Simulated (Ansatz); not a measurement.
CdTe:
```xyz
2
Lattice="0.0000 3.2789 3.2789 3.2789 0.0000 3.2789 3.2789 3.2789 0.0000" Properties=species:S:1:pos:R:3 pbc="T T T"
Te     4.9184     4.9184     4.9184
Cd     0.0000     0.0000     0.0000
```

Relaxed with r²SCAN.

**Question.** Give the Bader charges and basin volumes of the independent atoms, plane-wave PAW r²SCAN (Ansatz code).

**Answer.** 

| atom | Bader charge (e) | Bader volume (Å³) |
|---|---|---|
| Te1 | -0.62 | 45.6 |
| Cd2 | +0.62 | 24.9 |

Space group F-43m (zinc blende). Symmetry was held in the r²SCAN relaxation. Scalar-relativistic: spin–orbit coupling is off unless named, which matters more the heavier the elements.

Potentials: the later of the program's two PAW sets.
